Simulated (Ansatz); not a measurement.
The relaxed structure here is a generated cell of SnSe: the first start was made by a random draw of sites in a space group, and the end was not matched to a known phase here, so it may be hypothetical. Known forms of SnSe include space group No. 62.

A relaxed structure of SnSe. Space group I4mm (No. 107). These are PBE (plane waves to 420 eV, PAW, scalar-relativistic; Ansatz, a quantum-chemistry and plane-wave program) values and carry that method's errors.

```cif
data_SeSn
_chemical_formula_sum 'Se1 Sn1'
_space_group_name_H-M_alt 'P 1'
_space_group_IT_number 1
_cell_length_a 4.29468
_cell_length_b 4.29468
_cell_length_c 4.29468
_cell_angle_alpha 120.122
_cell_angle_beta 120.122
_cell_angle_gamma 89.788
loop_
_space_group_symop_operation_xyz
  'x, y, z'
loop_
_atom_site_label
_atom_site_type_symbol
_atom_site_fract_x
_atom_site_fract_y
_atom_site_fract_z
_atom_site_occupancy
Se1 Se 0.71013 0.71013 0.00000 1
Sn1 Sn 0.23114 0.23114 0.00000 1
```

### Question
Give the band gap at the level PBE.

### Answer
0.27 eV, direct at 89 % of the way from P to N (no spin-orbit coupling).

No spin polarisation in the result.

The run could not lose the symmetry of its start: the end is stationary, and may be a saddle point rather than a minimum.
